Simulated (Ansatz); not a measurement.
Given:

Pt:
Space group Pm-3m (No. 221); a = b = c = 2.6236 Å, α = β = γ = 90.00°

```
atom  site  symmetry       x       y       z
----  ----  --------  ------  ------  ------
Pt      1a      m-3m  0.0000  0.0000  0.0000
```

This is the PBE-relaxed structure.

Question: All from the program Ansatz at the PBE level (PAW), unless another level is named. Predict the density of states at the Fermi level.

Answer: 1.4 states/eV per atom (mean over ±0.08 eV).

Question: Give the gap with spin–orbit coupling.

Answer: none (metallic).

The cell is a constructed one: a structure type filled with these elements; neither database checked (COD, Materials Project) lists it. It is not the phase usual at ambient conditions (space group No. 225). Symmetry was held in the PBE relaxation; whether a distortion lowers the energy is not shown. The run is not spin-polarised. Spin–orbit coupling is left out wherever it is not named.

Potentials: the earlier of the program's two PAW sets.
